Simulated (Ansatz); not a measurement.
SrTiO$_{3}$ (cubic perovskite)

```
CELL_PARAMETERS angstrom
      3.89141     0.00000     0.00000
      0.00000     3.89141     0.00000
      0.00000     0.00000     3.89141
ATOMIC_POSITIONS crystal
  Sr 0.00000 0.00000 0.00000
  Ti 0.50000 0.50000 0.50000
  O  0.00000 0.50000 0.50000
  O  0.50000 0.50000 0.00000
  O  0.50000 0.00000 0.50000
```

Equation-of-state scan: isotropic scaling of the cell above, V₀ being its volume. Symmetry pins the atoms to their sites.

Computed with PBEsol (plane waves to 420 eV, PAW, scalar-relativistic; Ansatz, an electronic-structure program). k mesh 9×9×9 (Γ-centred), Fermi-Dirac smearing 0.05 eV. E stands for the smeared free energy. Stress and pressure are positive under compression. SrTiO3 is run without spin polarisation. SrTiO3 was relaxed with its symmetry unable to fall. The PAW data are Ansatz's earlier set. The zero of ΔE is the relaxed starting cell.

The scan covers V/V₀ from 0.900 to 1.100 in 11 points.

**Question.** What is ΔE at V/V₀ = 0.900?

**Answer.** 82.8 meV/atom.

**Question.** What pressure does the cell carry at V/V₀ = 0.900?

**Answer.** 24.7 GPa.

**Question.** What is ΔE at V/V₀ = 1.100?

**Answer.** 57.7 meV/atom.

(A scan under strain: stresses follow from slopes of the energy per volume, elastic moduli from its curvatures.)
